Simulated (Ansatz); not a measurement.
The relaxed structure here is a generated cell of BePd: the first start was made by placing the elements on the sites of a structure type, and the end was not matched to a known phase here, so it may be hypothetical.

A relaxed cell of BePd (Pnma (No. 62)), relaxed on a k-mesh at least as fine as the one used below. The numbers are results of PBEsol (plane waves to 420 eV, PAW, scalar-relativistic; Ansatz, an electronic-structure program), not measurements. Γ-centred k-mesh 6×12×5 on the run's cell (coarser than for final values), Fermi–Dirac smearing 0.05 eV.

```yaml
crystal:
  lattice:
    - [5.44357, 0.00000, 0.00000]
    - [0.00000, 2.68607, 0.00000]
    - [0.00000, 0.00000, 6.35007]
  atoms:
    - { symbol: Pd, position: [0.01096, 0.25000, 0.79891] }
    - { symbol: Pd, position: [0.98904, 0.75000, 0.20109] }
    - { symbol: Pd, position: [0.48904, 0.75000, 0.29891] }
    - { symbol: Pd, position: [0.51096, 0.25000, 0.70109] }
    - { symbol: Be, position: [0.17962, 0.25000, 0.46231] }
    - { symbol: Be, position: [0.82038, 0.75000, 0.53769] }
    - { symbol: Be, position: [0.32038, 0.75000, 0.96231] }
    - { symbol: Be, position: [0.67962, 0.25000, 0.03769] }
```

The atoms are displaced by (Å):

| atom | ux | uy | uz |
|---|---|---|---|
| Pd1 | -0.078 | -0.082 | 0.017 |
| Pd2 | -0.020 | 0.011 | 0.038 |
| Pd3 | -0.006 | -0.113 | -0.006 |
| Pd4 | -0.017 | -0.044 | 0.014 |
| Be5 | 0.084 | 0.010 | 0.006 |
| Be6 | 0.095 | 0.044 | -0.091 |
| Be7 | -0.012 | -0.049 | -0.002 |
| Be8 | -0.031 | 0.040 | -0.046 |

### Question
What forces (eV/Å) and pressure result?

### Answer
```
atom     Fx     Fy     Fz
----  -----  -----  -----
Pd1    0.64   0.13  -0.14
Pd2    0.23  -0.02  -0.58
Pd3    0.19   0.31  -0.05
Pd4    0.07  -0.05  -0.22
Be5   -0.46  -0.14   0.05
Be6   -0.57  -0.14   0.71
Be7   -0.20   0.05  -0.10
Be8    0.11  -0.13   0.35
```

Pressure +0.6 GPa.

The undisplaced cell is probably no minimum: from this displacement the run went on to Pm-3m (No. 221), 0.24 eV/atom below it.

No spin polarisation in the result.
